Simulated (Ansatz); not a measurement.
According to PBEsol in the plane-wave PAW code Ansatz, Ga in the α-Ga structure (Cmce) relaxes to a = 4.479 Å, b = 7.596 Å, c = 4.486 Å.

Electronic character: metallic (no gap).

Symmetry was held in the PBEsol relaxation. Axis ratios of metals converge slowly with the k-mesh, so a and c are less sure than the volume. Scalar-relativistic: spin–orbit coupling is off unless named, which matters more the heavier the elements.

Potentials: the earlier of the program's two PAW sets.
